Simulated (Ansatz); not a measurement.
Level: r2SCAN, no spin polarisation; 500 eV; 6×6×4 Γ-centred mesh; fermi-dirac occupations (width 0.0759 eV); Ansatz 0.2.0, fixed geometry.

Computed maps in the lattice plane spanned by a (left to right, 4.10 Å, 12 points from zero) and b (bottom to top, 4.10 Å, 12 points from zero), 90° apart, at height 0.000 along c. The fields are smooth PAW ones with compensation charges, not the true ones near nuclei.

Valence density. Digits on a logarithmic scale: 0 up to 0.03 e/Å³, each further digit a factor of 1.6, 9 from 1.3 e/Å³ up:
```
998544444589
986434443468
654345654345
443468986434
444589998544
444699999644
444589998544
443468986434
654345654345
986434443468
998544444589
999644444699
```

ELF. Ten even steps from '0' (0.05) to '9' (0.81):
```
899401110499
996100100169
541014541014
100169996100
110499899401
211598289511
110499899401
100169996100
541014541014
996100100169
899401110499
289511211598
```

The cell is BiClO. Which atoms lie within 0.2 Å of this plane, and where (fractions of a and b)?

O at (0.00, 0.00), O at (0.50, 0.50). The whole cell:
```
CELL_PARAMETERS angstrom
4.10257 0.00000 0.00000
0.00000 4.10257 0.00000
0.00000 0.00000 6.95385
ATOMIC_POSITIONS crystal
Cl 0.00000 0.50000 0.63500
Cl 0.50000 0.00000 0.36500
O 0.00000 0.00000 0.00000
O 0.50000 0.50000 0.00000
Bi 0.00000 0.50000 0.18000
Bi 0.50000 0.00000 0.82000
```

Origin: a known structure type with other elements, at an estimated volume, so it need not be a known compound.
